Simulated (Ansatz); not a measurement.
Polymorphs of BAs, each relaxed with PBE (plane waves, PAW; program Ansatz):

A: P-6m2, a = b = 3.1963 Å, c = 2.8973 Å, α = β = 90.00°, γ = 120.00°

B: zinc blende (F-43m), a = 4.809 Å, b = 4.809 Å, c = 4.809 Å, α = 90.00°, β = 90.00°, γ = 90.00°

C: NiAs type (P6_3/mmc), a = b = 3.263 Å, c = 5.447 Å, α = β = 90.00°, γ = 120.00°

D: P6_422, a = b = 3.459 Å, c = 7.481 Å, α = β = 90.00°, γ = 120.00°

E: CsCl type (Pm-3m), a = 2.940 Å, b = 2.940 Å, c = 2.940 Å, α = 90.00°, β = 90.00°, γ = 90.00°

Order them by energy per atom at 0 K (lowest first) at the level PBE.

B (+0 meV/atom), D (+446 meV/atom), C (+1001 meV/atom), A (+1115 meV/atom), E (+1543 meV/atom)

Give each one's gap.

A no gap; B 1.20 eV; C no gap; D 0.48 eV; E no gap.

Constructed cells (a structure type filled with these elements, in neither database checked): A. Typed or built starts, not in the databases checked: C; D; E. Not the usual ambient phase: A; C; D; E. All cells were relaxed under the symmetry of their starts (and spin orders); stability against distortions was not tested throughout. Spin–orbit coupling is left out wherever it is not named.

Energies hold the estimated change up to a 700 eV cutoff; steps of a few meV lie near the error of the meshes.

Potentials: the earlier of the program's two PAW sets.
